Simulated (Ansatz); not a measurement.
A relaxed cell of Fe (Im-3m (No. 229)), relaxed on a k-mesh at least as fine as the one used below. All values below come from PBE (plane waves to 420 eV, PAW, scalar-relativistic; Ansatz, a quantum-chemistry and plane-wave program). Γ-centred k-mesh 16×16×8 on the run's cell (coarser than for final values), Fermi–Dirac smearing 0.05 eV.

```yaml
crystal:
  lattice:
    - [-1.41580, 1.41580, 1.41580]
    - [1.41580, -1.41580, 1.41580]
    - [2.83160, 2.83160, -2.83160]
  atoms:
    - { symbol: Fe, position: [0.00000, 0.00000, 0.00000] }
    - { symbol: Fe, position: [0.00000, 0.00000, 0.50000] }
```
Spin-polarised start, with parallel moments on Fe.

The atoms are displaced by (Å):

```
atom     ux     uy      uz
----  -----  -----  ------
Fe1   0.139  0.167  -0.041
Fe2   0.105  0.129  -0.141
```

Question: What forces (eV/Å) and pressure result?

Answer: 
| atom | Fx | Fy | Fz |
|---|---|---|---|
| Fe1 | -0.37 | -0.38 | -0.47 |
| Fe2 | 0.37 | 0.38 | 0.47 |

Pressure +0.4 GPa.

Spin state reached: ferromagnetic (net 2.17 μB/atom), from parallel starting moments; other spin orders were not run from this start.

The run that gave the undisplaced cell could not lose the symmetry of its start; a randomly shaken copy of 2 atoms returns to this structure.
